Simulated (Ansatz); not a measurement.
W:
Space group Im-3m (No. 229); a = 3.154 Å, b = 3.154 Å, c = 3.154 Å, α = 90.00°, β = 90.00°, γ = 90.00°

```
atom  site  symmetry       x       y       z
----  ----  --------  ------  ------  ------
W       2a      m-3m  0.0000  0.0000  0.0000
```
(The calculation used a cell of 1 atom; values per cell refer to that cell.)

Relaxed with PBEsol.

Task: Which orbitals make up the states near the Fermi level in PBEsol in the plane-wave PAW code Ansatz?

Result: Within 0.5 eV of the Fermi level: W 5d 87 %, outside the projected shells 8 %. Projections are on Löwdin-orthogonalised atomic valence shells; empty p or d shells of many metals are not among them.

Task: Tabulate the density of states.

Result: States/eV per cell of 1 atom, in 0.25 eV bins, energy from the Fermi level.

```csv
E (eV),total,W 5d,W 6s,W 5p
-7.85,0.10,0.01,0.09,0.00
-7.60,0.11,0.01,0.10,0.00
-7.35,0.13,0.01,0.11,0.00
-7.10,0.15,0.02,0.12,0.00
-6.85,0.18,0.04,0.13,0.01
-6.60,0.23,0.06,0.15,0.01
-6.35,0.48,0.26,0.21,0.01
-6.10,0.62,0.38,0.22,0.01
-5.85,0.69,0.46,0.20,0.01
-5.60,0.76,0.56,0.19,0.01
-5.35,0.84,0.65,0.17,0.01
-5.10,0.96,0.78,0.15,0.01
-4.85,1.12,0.96,0.14,0.02
-4.60,1.03,0.89,0.11,0.02
-4.35,0.56,0.51,0.04,0.01
-4.10,0.39,0.36,0.02,0.01
-3.85,0.34,0.31,0.01,0.01
-3.60,1.26,1.23,0.01,0.01
-3.35,2.04,1.98,0.01,0.03
-3.10,1.45,1.39,0.02,0.02
-2.85,1.09,1.03,0.03,0.01
-2.60,1.04,0.95,0.05,0.01
-2.35,1.16,1.03,0.08,0.02
-2.10,1.91,1.64,0.17,0.03
-1.85,1.41,1.21,0.12,0.02
-1.60,1.03,0.89,0.08,0.01
-1.35,0.70,0.59,0.06,0.01
-1.10,0.43,0.33,0.05,0.01
-0.85,0.38,0.30,0.04,0.00
-0.60,0.37,0.29,0.03,0.00
-0.35,0.36,0.29,0.02,0.00
-0.10,0.39,0.33,0.02,0.00
0.15,0.56,0.50,0.02,0.00
0.40,0.68,0.62,0.02,0.00
0.65,0.70,0.66,0.02,0.00
0.90,0.76,0.73,0.02,0.00
1.15,0.84,0.81,0.02,0.00
1.40,0.97,0.93,0.01,0.00
1.65,1.06,1.02,0.02,0.00
1.90,1.04,1.00,0.01,0.00
2.15,1.20,1.16,0.01,0.00
2.40,1.10,1.07,0.01,0.00
2.65,1.11,1.08,0.02,0.00
2.90,1.46,1.41,0.03,0.00
3.15,2.79,2.63,0.12,0.00
3.40,1.14,0.96,0.13,0.00
3.65,0.80,0.61,0.14,0.00
3.90,0.61,0.45,0.11,0.00
4.15,0.53,0.39,0.09,0.00
4.40,0.48,0.35,0.08,0.00
4.65,0.46,0.33,0.07,0.00
```

Symmetry was held in the PBEsol relaxation. The run is not spin-polarised. Scalar-relativistic: spin–orbit coupling is off unless named, which matters more the heavier the elements.

Potentials: the later of the program's two PAW sets.
